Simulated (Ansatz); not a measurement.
TeO2:
```
CELL_PARAMETERS angstrom
      0.00000     2.83696    -2.51125
      0.00000     2.83696     2.51125
      6.04647     0.00000     0.00000
ATOMIC_POSITIONS crystal
  Te 0.90759 0.09241 0.00000
  Te 0.40759 0.59241 0.50000
  O  0.34296 0.00558 0.84470
  O  0.99442 0.65704 0.15530
  O  0.84296 0.50558 0.65530
  O  0.49442 0.15704 0.34470
```

Relaxed with r²SCAN+D4.

Q: Map the valence electron density (e/Å³), cut off at 2 on the plane through (0.408, 0.592, 0.500) spanned by u = [1, 0, 1] and v = [1, -1, 0] in lattice vectors, from DFT-r²SCAN+D4 in the program Ansatz with PAW potentials.

A: x is the fraction of u, y of v (the angle between them is 69°; rows are the nearest grid lines); atoms in the plane: Te at (0.00, 0.00), O at (0.35, 0.59), O at (0.65, 0.93).
```
|9999632221100000001269999962111269999|
|9999831111000000001269999994211249999|
|9999731100000000001259999997211125999|
|9999521000000000000137999997310112599|
|6886321000000000000124899996210011246|
|2333211111111000000012357864210000122|
|0000000124687531100001111111000000000|
|0000000136999973110000011000000000000|
|0000000137999997310000000000000000000|
|0000000126999999521000000000000000000|
|0000000014999999621000000011000000000|
|0000000012699999621000000112211000000|
|0000000001369999521000001123432100000|
|0000000000124665321000001236775310000|
|0000000000012232210000000247999531000|
|0000111000001111110000000137999842100|
|0001122110000111100000000125999953100|
|0012345421100000000000000013589853210|
|2223599995210000000000000000123444322|
|5333589997310000000011100000012346775|
|9954469997421000000112221000011359999|
|9995446775311000001235654210001379999|
|9999433443210000001259999621001289999|
|9999632221100000001269999962111269999|
```
Scale: ten equal steps from 0.018 (start of '0') to 2.00 (end of '9'), in the order '0123456789'; x runs from 0.000 to 1.00, y from 0.000 (bottom) to 1.00 (top).

The density is the valence pseudo-density with augmentation charge, so density and ELF within about 1 Å of a nucleus are not all-electron values.

Space group Aea2. The start of the workflow was typed in or built on a structure type; neither database checked (COD, Materials Project) lists it. COD files the formula under space group No. 19, 61, 92, 136. Whether it is the stable phase at ambient conditions was not checked. Symmetry was held in the r²SCAN+D4 relaxation; whether a distortion lowers the energy is not shown. The volume moved by -58 % from the start of the relaxation. Scalar-relativistic: spin–orbit coupling is off unless named, which matters more the heavier the elements.

Potentials: the earlier of the program's two PAW sets.
